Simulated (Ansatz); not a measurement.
A plane-wave run on ReBrO

The input, for Ansatz 0.2.0 (plane waves, PAW):

```yaml
crystal:
  lattice:
    - [3.73582602, 0.0, 0.0]
    - [0.0, 3.73582602, 0.0]
    - [0.0, 0.0, 7.17143501]
  atoms:
    - { symbol: Re, position: [0.0, 0.5, 0.1789] }
    - { symbol: Re, position: [0.5, 0.0, 0.8211] }
    - { symbol: Br, position: [0.0, 0.5, 0.6183] }
    - { symbol: Br, position: [0.5, 0.0, 0.3817] }
    - { symbol: O, position: [0.0, 0.0, 0.0] }
    - { symbol: O, position: [0.5, 0.5, 0.0] }
  symmetry: { tolerance: 0.0003 }
kpoints:
  mp_grid: { grid: [7, 7, 4], shift: [0, 0, 0] }
  band_path:
    path:
      - [0.0, 0.0, 0.0]
      - [0.0, 0.5, 0.0]
      - [0.5, 0.5, 0.0]
      - [0.0, 0.0, 0.0]
      - [0.0, 0.0, 0.5]
      - [0.0, 0.5, 0.5]
      - [0.5, 0.5, 0.5]
      - [0.0, 0.0, 0.5]
      - [0.0, 0.5, 0.0]
      - [0.0, 0.5, 0.5]
      - [0.5, 0.5, 0.0]
    npoints: 6
magnetization:
  spin_polarized: false
scf:
  occupations: { method: tetrahedron }
  lower_state_search: "off"
  max_iter: 200
hamiltonian:
  pseudopotentials: { kind: paw }
  xc: r2scan
basis:
  ecutwfc: 500
  fft_grid_basis: typed
output:
  forces: true
  stress: true
  eigenvalues: true
  bader: true
  populations: true
  elf: true
  write_potential: true
  volumetric_format: npy
  dos:
    e_range: [-12, 8]
    de: 0.05
    projected: { site_lists: { Br: [Br], O: [O], Re: [Re] } }
checkpoint:
  read: saved_state
```

The saved state is an earlier solution for the same cell, perhaps on another mesh. 

Excerpt of what it printed:

```
SCF iter   1: F=—  Δρ=2.65e-3  dr2=3.34e-3  dr2_τ=9.40e-4
SCF iter   2: F=—  Δρ=1.42e-3  dr2=7.97e-4  dr2_τ=1.97e-4
SCF iter   3: F=—  Δρ=5.72e-4  dr2=2.20e-4  dr2_τ=5.49e-5
SCF iter   4: F=—  Δρ=1.95e-4  dr2=2.95e-5  dr2_τ=2.00e-6
SCF iter   5: F=—  Δρ=3.98e-5  dr2=2.67e-6  dr2_τ=1.51e-7
SCF iter   6: F=—  Δρ=1.19e-5  dr2=4.22e-7  dr2_τ=1.64e-8
SCF iter   7: F=-28475.9486 eV  Δρ=4.51e-6  dr2=4.74e-8  dr2_τ=1.63e-9
Free energy (F): -28475.9486 eV
Harris-Foulkes:  -28475.9486 eV  (|F-HF|=2.76e-8)
Internal energy: -28475.9473 eV  (E = F + TS)
E sigma→0 (E₀):  -28475.9486 eV
Entropy (-TS):   -0.0012 eV (-0.206 meV/atom)
Fermi energy:    11.8657 eV
--- Per-component energies (eV) ---
  E_band       = -479.2947
  E_kinetic    = 1676.1057
  E_local      = -4121.8990  (includes V_loc(G=0)·N_el)
  E_nonlocal   = 346.0110
  E_hartree    = 1518.2448
  E_xc         = -1405.6865
  E_vxc        = -1096.4732  (∫ρ·V_xc dr)
  E_paw        = -22239.4834  (= ΣΔE_a)
  E_vpaw       = -377.2550  (= ΣTr[D̂ρ^β])
  E_aug_tail   = 0.0018  (compensation charges beyond the density's cutoff)
  E_vtau       = 57.7328  (kinetic-family band-sum trace: ∫τ·v_τ [+ j·A + Jᵃ·Aᵃ] dr)
  E_ewald      = -4247.9198
  E_core_change = -1.3220  (= ΣΔE_core)
  E_smearing   = -0.0012  (= −TS)
--- Forces (eV/Å), atoms counted from 1 ---
  atom   1  Re     0.0000     0.0000    -4.0806
  atom   2  Re     0.0000     0.0000     4.0806
  atom   3  Br     0.0000     0.0000     2.0864
  atom   4  Br     0.0000     0.0000    -2.0864
  atom   5  O      0.0000     0.0000     0.0000
  atom   6  O      0.0000     0.0000     0.0000
--- Stress (GPa, compression-positive) ---
      -20.5355       0.0000       0.0000
        0.0000     -20.5355       0.0000
        0.0000       0.0000     -10.8397
  P = ⅓ Tr σ = -17.3035 GPa (-173.035 kbar)
--- Bader charges: 6 sites ---
  site symbol  charge [e]  shift [e]
     0     Re      1.4678     0.0018
     1     Re      1.4678     0.0018
     2     Br     -0.4697     0.0000
     3     Br     -0.4697     0.0000
     4      O     -0.9981     0.0018
     5      O     -0.9981     0.0018
```

Origin: a known structure type with other elements, at an estimated volume, so it need not be a known compound. Caveats: empty levels are not fully converged; forces and stress under tetrahedra may miss the slope of the energy; many states at the Fermi level without spin polarisation, so a magnetic state may lie lower; atoms or cell far from equilibrium.
